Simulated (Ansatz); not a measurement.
**Ca2AsI: axial (c/a) deformation path**

Theory: DFT LDA, scalar-relativistic, plane waves, PAW (Ansatz). Cutoff 420 eV, Γ-centred 12×12×12 k-points, Gaussian smearing of 0.05 eV. Spin–orbit coupling is left out, which matters for the heavy elements here. No spin polarisation. Energies are free energies at this smearing, counted from the undisturbed cell; pressure is positive in compression.

Reference structure (as given, not relaxed at this level; it stands at -3.0 GPa, and it needn't be the usual structure):

```yaml
crystal:
  lattice:
    - [2.19850, 1.26930, 7.43000]
    - [-2.19850, 1.26930, 7.43000]
    - [0.00000, -2.53861, 7.43000]
  atoms:
    - { symbol: Ca, position: [0.23130, 0.23130, 0.23130] }
    - { symbol: Ca, position: [0.76870, 0.76870, 0.76870] }
    - { symbol: As, position: [0.50000, 0.50000, 0.50000] }
    - { symbol: I, position: [0.00000, 0.00000, 0.00000] }
```

At fixed volume and fractional coordinates, lengths along (0.000, 0.000, 1.000) are scaled against those across it; ρ is that ratio over its starting value.

```tsv
ρ	ΔE (meV/atom)
0.800	115.5
0.850	67.5
0.920	21.3
0.960	6.5
1.000	0.0
1.050	3.3
1.100	18.9
1.200	84.2
1.300	190.8
```

**Question.** Predict the gap on the mesh (eV) at each point.

**Answer.**
| ρ | gap on the mesh (eV) |
| --- | --- |
| 0.800 | 1.00 |
| 0.850 | 1.24 |
| 0.920 | 1.55 |
| 0.960 | 1.51 |
| 1.000 | 1.46 |
| 1.050 | 1.36 |
| 1.100 | 1.24 |
| 1.200 | 0.90 |
| 1.300 | 0.12 |

Cost: 9 runs of about 5.5 core-minutes in all, on Arm Neoverse V2 (shared hosts).